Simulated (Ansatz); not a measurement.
ZrPt₃ in space group P6_3/mmc (No. 194; Pt on 6h, Zr on 2c) under volume change, plane-wave PAW PBEsol (Ansatz code), shape and atoms relaxed at each volume.

```csv
V (Å³/atom),E − E(relaxed) (meV/atom),P (GPa)
14.541,120.6,29.46
15.020,50.3,17.86
15.500,11.8,8.14
15.979,0.0,0.00
16.459,10.5,-6.81
16.938,39.6,-12.51
17.417,84.4,-17.25
```

Q: What does a third-order Birch–Murnaghan fit give for V₀, B₀ and B′?

A: V₀ = 15.98 Å³/atom, B₀ = 248 GPa, B′ = 4.9.

The start of the workflow was typed in or built on a structure type; the Crystallography Open Database copy checked does not list it. COD files the formula under space group No. 221. Its standing as an ambient phase is unchecked. The cell was relaxed with PBEsol under the symmetry of its start; its stability against distortions is not shown here. No spin polarisation was allowed. Scalar-relativistic: spin–orbit coupling is off unless named, which matters more the heavier the elements.

Potentials: the earlier of the program's two PAW sets. The files were generated under PBE; for other functionals the program regenerates the frozen cores, and for LDA and PBEsol the local potential too.
